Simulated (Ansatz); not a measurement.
MgCoGe:
```cif
data_Co2Ge2Mg2
_chemical_formula_sum 'Mg2 Co2 Ge2'
_space_group_name_H-M_alt 'P4/nmm :1'
_space_group_IT_number 129
_space_group_name_Hall 'P 4ab 2ab -1ab'
_cell_length_a 3.85582
_cell_length_b 3.85582
_cell_length_c 6.12023
_cell_angle_alpha 90.000
_cell_angle_beta 90.000
_cell_angle_gamma 90.000
loop_
_space_group_symop_operation_xyz
  'x, y, z'
  '-y+1/2, x+1/2, z'
  '-x, -y, z'
  'y+1/2, -x+1/2, z'
  'x+1/2, -y+1/2, -z'
  '-y, -x, -z'
  '-x+1/2, y+1/2, -z'
  'y, x, -z'
  '-x+1/2, -y+1/2, -z'
  'y, -x, -z'
  'x+1/2, y+1/2, -z'
  '-y, x, -z'
  '-x, y, z'
  'y+1/2, x+1/2, z'
  'x, -y, z'
  '-y+1/2, -x+1/2, z'
loop_
_atom_site_label
_atom_site_type_symbol
_atom_site_symmetry_multiplicity
_atom_site_Wyckoff_symbol
_atom_site_fract_x
_atom_site_fract_y
_atom_site_fract_z
_atom_site_occupancy
Mg1 Mg 2 c 0.00000 0.50000 0.31876 1
Co1 Co 2 a 0.00000 0.00000 0.00000 1
Ge1 Ge 2 c 0.50000 0.00000 0.22413 1
```

Relaxed with r²SCAN.

Problem. Which orbitals make up the states near the Fermi level in plane-wave PAW r²SCAN (Ansatz code)?

Solution. Within 0.5 eV of the Fermi level: Co 3d 58 %, Ge 4p 27 %, outside the projected shells 7 %. Projections are on Löwdin-orthogonalised atomic valence shells; empty p or d shells of many metals are not among them.

Problem. Tabulate the density of states.

Solution. States/eV per cell of 6 atoms, in 0.25 eV bins, energy from the Fermi level.

```csv
E (eV),total,Co 3d,Ge 4p,Mg 3s
-7.85,0.00,0.00,0.00,0.00
-7.60,0.00,0.00,0.00,0.00
-7.35,0.00,0.00,0.00,0.00
-7.10,0.00,0.00,0.00,0.00
-6.85,0.00,0.00,0.00,0.00
-6.60,0.00,0.00,0.00,0.00
-6.35,0.04,0.00,0.03,0.01
-6.10,0.65,0.03,0.41,0.13
-5.85,1.48,0.12,0.91,0.23
-5.60,3.88,0.52,2.29,0.39
-5.35,4.09,0.72,2.27,0.41
-5.10,2.19,0.52,1.11,0.21
-4.85,1.06,0.29,0.51,0.06
-4.60,1.26,0.33,0.65,0.09
-4.35,2.32,0.74,1.12,0.19
-4.10,2.20,0.67,1.14,0.15
-3.85,2.38,0.68,1.35,0.15
-3.60,4.00,1.53,2.06,0.16
-3.35,5.92,2.92,2.61,0.11
-3.10,5.16,2.72,2.06,0.13
-2.85,4.24,2.28,1.59,0.16
-2.60,6.69,4.64,1.63,0.16
-2.35,7.19,5.25,1.42,0.16
-2.10,4.65,3.36,0.92,0.07
-1.85,4.13,3.32,0.48,0.06
-1.60,6.38,5.30,0.60,0.09
-1.35,13.77,12.19,0.83,0.14
-1.10,9.26,8.25,0.58,0.05
-0.85,4.26,3.70,0.39,0.02
-0.60,1.63,1.07,0.41,0.02
-0.35,2.38,1.37,0.62,0.10
-0.10,2.94,1.51,0.83,0.15
0.15,3.41,1.98,0.91,0.12
0.40,4.00,2.51,1.04,0.08
0.65,3.87,2.32,1.11,0.07
0.90,2.64,1.26,0.99,0.06
1.15,2.19,0.89,0.93,0.05
1.40,1.73,0.62,0.80,0.05
1.65,1.25,0.43,0.61,0.02
1.90,1.08,0.35,0.55,0.02
2.15,1.51,0.45,0.82,0.04
2.40,1.12,0.30,0.64,0.02
2.65,1.07,0.24,0.36,0.18
2.90,1.24,0.22,0.23,0.31
3.15,1.54,0.20,0.15,0.36
3.40,1.80,0.18,0.14,0.38
3.65,1.94,0.17,0.16,0.38
3.90,2.44,0.19,0.21,0.48
4.15,2.49,0.19,0.22,0.53
4.40,2.18,0.17,0.22,0.53
4.65,2.64,0.19,0.29,0.67
```

The first step of the workflow began from a Materials Project structure, measured or hypothetical; the Crystallography Open Database copy checked does not list it. Its standing as an ambient phase is unchecked. The cell was relaxed with r²SCAN under the symmetry of its start; its stability against distortions is not shown here. No spin polarisation was allowed. Spin–orbit coupling is left out wherever it is not named.

Potentials: the earlier of the program's two PAW sets.
